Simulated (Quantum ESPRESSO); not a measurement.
Band energies of FeP2

```xyz
6
Lattice="4.9182 0.0000 0.0000 0.0000 5.6270 0.0000 0.0000 0.0000 2.7154" Properties=species:S:1:pos:R:3 pbc="T T T"
P      1.6181     4.8921     1.3577
P      3.3001     0.7349     1.3577
P      4.0772     3.5484     0.0000
P      0.8410     2.0786     0.0000
Fe     2.4591     2.8135     1.3577
Fe     0.0000     0.0000     0.0000
```

PBEsol (Quantum ESPRESSO, PseudoDojo norm-conserving, 90 Ry, no spin-orbit coupling); path ΓXSYΓZURTZ,YT,UX,SR; energies in eV from the valence-band maximum.

| k (1/Å) | point | band 22 | band 23 | band 24 | band 25 | band 26 | band 27 | band 28 | band 29 |
|---|---|---|---|---|---|---|---|---|---|
| 0.00 | Γ | -1.33 | -0.67 | -0.39 | -0.17 | 0.00 | 2.29 | 2.49 | 4.61 |
| 0.39 |  | -1.42 | -0.70 | -0.68 | -0.58 | -0.26 | 0.65 | 2.14 | 2.27 |
| 0.77 |  | -1.42 | -1.02 | -0.98 | -0.85 | -0.55 | 0.38 | 0.73 | 2.16 |
| 1.16 | X | -2.33 | -1.09 | -1.09 | -0.59 | -0.59 | 0.67 | 0.67 | 2.32 |
| 1.58 |  | -2.28 | -1.24 | -1.24 | -0.65 | -0.65 | 1.03 | 1.03 | 2.29 |
| 1.80 | S | -2.53 | -1.24 | -1.24 | -0.63 | -0.63 | 1.14 | 1.14 | 2.31 |
| 2.18 |  | -1.84 | -1.12 | -1.12 | -0.73 | -0.73 | 1.36 | 1.36 | 2.55 |
| 2.57 |  | -1.28 | -0.80 | -0.80 | -0.42 | -0.42 | 2.19 | 2.19 | 3.33 |
| 2.95 | Y | -1.24 | -0.83 | -0.83 | -0.13 | -0.13 | 3.72 | 3.72 | 4.29 |
| 3.38 |  | -1.36 | -0.66 | -0.46 | -0.18 | -0.02 | 2.32 | 2.75 | 4.73 |
| 3.59 | Γ | -1.33 | -0.67 | -0.39 | -0.17 | 0.00 | 2.29 | 2.49 | 4.61 |
| 3.78 |  | -1.33 | -0.70 | -0.41 | -0.18 | -0.04 | 2.32 | 2.65 | 3.70 |
| 4.15 | Z | -1.35 | -0.42 | -0.42 | -0.18 | -0.18 | 2.74 | 2.74 | 3.54 |
| 4.32 |  | -1.36 | -0.59 | -0.59 | -0.10 | -0.10 | 2.74 | 2.74 | 2.90 |
| 4.65 |  | -1.41 | -1.18 | -1.18 | -0.01 | -0.01 | 1.10 | 1.10 | 3.00 |
| 4.98 |  | -1.75 | -1.19 | -1.19 | -0.24 | -0.24 | 0.74 | 0.74 | 2.05 |
| 5.31 | U | -1.74 | -1.27 | -1.27 | -0.26 | -0.26 | 0.71 | 0.71 | 1.50 |
| 5.73 |  | -1.35 | -0.95 | -0.95 | -0.34 | -0.34 | 0.84 | 0.84 | 2.49 |
| 5.95 | R | -1.46 | -0.94 | -0.94 | -0.11 | -0.11 | 0.88 | 0.88 | 2.50 |
| 6.28 |  | -1.48 | -1.10 | -1.10 | -0.27 | -0.27 | 0.84 | 0.84 | 2.38 |
| 6.61 |  | -1.44 | -0.92 | -0.92 | -0.20 | -0.20 | 1.60 | 1.60 | 2.47 |
| 6.94 |  | -1.47 | -0.66 | -0.66 | -0.12 | -0.12 | 1.99 | 1.99 | 4.14 |
| 7.10 | T | -1.47 | -0.91 | -0.91 | -0.09 | -0.09 | 1.99 | 1.99 | 5.05 |
| 7.26 |  | -1.48 | -0.88 | -0.88 | -0.10 | -0.10 | 2.11 | 2.11 | 4.51 |
| 7.58 |  | -1.37 | -0.53 | -0.53 | -0.16 | -0.16 | 2.56 | 2.56 | 3.72 |
| 7.74 | Z | -1.35 | -0.42 | -0.42 | -0.18 | -0.18 | 2.74 | 2.74 | 3.54 |
| 7.74 | Y | -1.24 | -0.83 | -0.83 | -0.13 | -0.13 | 3.72 | 3.72 | 4.29 |
| 7.93 |  | -1.23 | -0.99 | -0.99 | -0.12 | -0.12 | 3.12 | 3.12 | 4.47 |
| 8.30 | T | -1.47 | -0.91 | -0.91 | -0.09 | -0.09 | 1.99 | 1.99 | 5.05 |
| 8.30 | U | -1.74 | -1.27 | -1.27 | -0.26 | -0.26 | 0.71 | 0.71 | 1.50 |
| 8.49 |  | -1.74 | -1.23 | -1.23 | -0.56 | -0.56 | 0.71 | 0.71 | 1.80 |
| 8.86 | X | -2.33 | -1.09 | -1.09 | -0.59 | -0.59 | 0.67 | 0.67 | 2.32 |
| 8.86 | S | -2.53 | -1.24 | -1.24 | -0.63 | -0.63 | 1.14 | 1.14 | 2.31 |
| 9.00 |  | -2.51 | -1.14 | -1.14 | -0.60 | -0.60 | 1.12 | 1.12 | 2.30 |
| 9.42 | R | -1.46 | -0.94 | -0.94 | -0.11 | -0.11 | 0.88 | 0.88 | 2.50 |

The PBEsol gap is indirect, 0.35 eV, from Γ to 50 % of the way from Γ to X; the smallest direct gap is 0.65 eV. Another valence extremum on the path lies within 0.02 eV, too close to call.

Geometry of the Materials Project entry, not relaxed at this level.

The structure is a Materials Project entry; no match was found in the copy of COD used, and its stability was not checked.

The runs are not spin-polarised; magnetic order was not tried.

Letters of k points follow the standard setting of the lattice, whose axes may be ordered differently from the printed cell.
